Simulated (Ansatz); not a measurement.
**Li started on a Ba site next to an O vacancy in cubic perovskite BaTiO3, 39 atoms, charge −1**

Method: DFT, PBEsol, PAW, plane waves (Ansatz 0.2.0).

Command:

```sh
ansatz run in.yaml --threads 7 --pin off --max-ram 13300MiB --runs-dir r --events-out ev --progress --plain
```

The input less its lattice and atoms:

```yaml
crystal:
  symmetry: { detect: false }
kpoints:
  mp_grid: { grid: [1, 1, 1], shift: [0.25, 0.25, 0.25] }
hamiltonian:
  xc: pbesol
total_charge: -1
scf:
  occupations: { method: fermi_dirac, width: 0.01 }
relax:
  f_tol: 0.03
  max_steps: 80
  escape_saddle: false
  adjacent_minimum: "off"
output:
  forces: true
  eigenvalues: true
  populations: true
  charged_corrections: { epsilon: 300 }
```

Start:

```
Ba Li Ti O
1.0
     7.94042    0.00000    0.00000
     0.00000    7.94042    0.00000
     0.00000    0.00000    7.94042
Ba Li Ti O
7 1 8 23
Direct
  0.99948 0.99719 0.00343
  0.00073 0.00063 0.50240
  0.00073 0.49889 0.00396
  0.00390 0.50313 0.49746
  0.49504 0.99966 0.99843
  0.50568 0.00343 0.49806
  0.50267 0.50379 0.00085
  0.49625 0.49777 0.50011
  0.24846 0.24898 0.24811
  0.24797 0.24996 0.74854
  0.25372 0.75361 0.24821
  0.24941 0.75499 0.74768
  0.74716 0.24729 0.25129
  0.74915 0.24794 0.74915
  0.75320 0.74531 0.25217
  0.74960 0.74999 0.75299
  0.25199 0.25445 0.00026
  0.24751 0.75027 0.00418
  0.24782 0.75008 0.50204
  0.75286 0.25242 0.99677
  0.74812 0.25142 0.49953
  0.75119 0.75052 0.99963
  0.74962 0.75206 0.50009
  0.00331 0.25013 0.25440
  0.00131 0.24654 0.75049
  0.99711 0.74738 0.25773
  0.99744 0.75232 0.74898
  0.49859 0.24812 0.25285
  0.50236 0.24951 0.74975
  0.49858 0.75075 0.24860
  0.50266 0.74956 0.74842
  0.25151 0.00163 0.24859
  0.24543 0.99485 0.75121
  0.24792 0.50133 0.25177
  0.25143 0.50417 0.74799
  0.74806 0.00572 0.25245
  0.74697 0.99984 0.75243
  0.74982 0.49989 0.25629
  0.75245 0.50161 0.75412
```

Steps:

```tsv
step	energy less the first (eV)	largest force component (eV/Å)
start	0.000	1.483
1	-0.140	1.020
2	-0.577	0.578
3	-0.796	0.413
4	-0.875	0.288
5	-0.926	0.186
6	-0.961	0.171
7	-1.013	0.163
8	-1.033	0.216
9	-1.044	0.231
10	-1.063	0.117
11	-1.069	0.108
12	-1.072	0.104
13	-1.075	0.023
14	-1.075	0.024
```

A structure on the way, about -0.58 eV from the start:

```xyz
39
Lattice="7.9404 0.0000 0.0000 0.0000 7.9404 0.0000 0.0000 0.0000 7.9404" Properties=species:S:1:pos:R:3 pbc="T T T"
Ba    7.8997    0.0041    7.9200
Ba    7.8648    7.8678    3.9651
Ba    7.9287    3.9796    7.9158
Ba    7.8634    4.0219    4.0025
Ba    4.0233    7.9362    0.0069
Ba    4.0093    7.8570    3.9880
Ba    3.9540    3.9543    7.9295
Li    4.1049    4.1705    3.9960
Ti    1.9443    1.9604    1.9218
Ti    1.9983    2.0234    6.0308
Ti    2.0273    5.9233    1.9920
Ti    2.0088    5.9824    5.9140
Ti    5.8873    1.9757    2.0273
Ti    5.9401    2.0023    5.9431
Ti    5.9682    5.9148    2.0088
Ti    5.9520    5.9464    5.9696
O     1.9958    1.9654    0.0115
O     1.9801    5.9524    0.0234
O     1.9773    5.9688    3.9810
O     5.9526    1.9977    0.0029
O     5.9550    1.9871    3.9780
O     5.9583    5.9646    0.0056
O     5.9808    6.0007    3.9683
O     0.0242    1.9715    2.0344
O     0.0375    1.9901    5.9171
O     7.9147    5.9543    1.9862
O     0.0006    5.9698    5.9612
O     3.9313    1.9595    2.0225
O     3.9563    1.9856    5.9332
O     3.9627    5.9572    1.9813
O     3.9916    5.9715    5.9714
O     1.9625    0.0026    2.0212
O     2.0032    7.9345    5.9401
O     1.9599    3.9334    2.0289
O     1.9870    3.9492    5.9254
O     5.9467    0.0344    1.9880
O     5.9642    0.0159    5.9669
O     5.9420    3.9837    1.9908
O     5.9826    3.9894    5.9766
```

End:

```
Ba Li Ti O
1.0
     7.94042    0.00000    0.00000
     0.00000    7.94042    0.00000
     0.00000    0.00000    7.94042
Ba Li Ti O
7 1 8 23
Direct
  0.99731 0.99772 0.00056
  0.99765 0.99578 0.50050
  0.99697 0.50137 0.00130
  0.99628 0.50051 0.50065
  0.50371 0.99687 0.00180
  0.50228 0.00653 0.50162
  0.50279 0.50056 0.00205
  0.49867 0.62054 0.50702
  0.24286 0.24314 0.23501
  0.26227 0.26279 0.75975
  0.24915 0.73578 0.25504
  0.25729 0.75669 0.74991
  0.73530 0.25782 0.25903
  0.75699 0.25990 0.75018
  0.74479 0.75009 0.25649
  0.75328 0.75266 0.75288
  0.24804 0.23941 0.99986
  0.25212 0.74853 0.99923
  0.25555 0.74114 0.50069
  0.75149 0.24624 0.99806
  0.75285 0.24211 0.49817
  0.74642 0.74564 0.99838
  0.74360 0.74357 0.49863
  0.00908 0.24909 0.25892
  0.99855 0.24502 0.74463
  0.00176 0.74727 0.25193
  0.99600 0.74629 0.74860
  0.50094 0.24594 0.24993
  0.49462 0.24478 0.74958
  0.50133 0.74433 0.25565
  0.49793 0.74042 0.74384
  0.25256 0.00395 0.26050
  0.25045 0.99357 0.74450
  0.24942 0.49640 0.25075
  0.24519 0.49149 0.74987
  0.74960 0.99277 0.24941
  0.74655 0.99059 0.74892
  0.75336 0.49570 0.24594
  0.75219 0.49416 0.75170
```

The calculation finished and met its thresholds.

Time: 50 s of wall time on 7 threads of a Neoverse-V2 processor, on a host shared with other runs; peak host memory 1.1 GiB.

Problem. How much energy did the relaxation gain, and which atom moved most?

Solution. 1.07 eV in 14 steps, from a start with small random displacements (the gain also holds any tilting of the ideal host); atom 8 (Li) moved 0.98 Å, the median atom 0.07 Å (drift of the whole cell removed).

The run had no spin, and a state with a moment may lie lower. The one k point has no symmetry partners, which can distort the end along one axis.
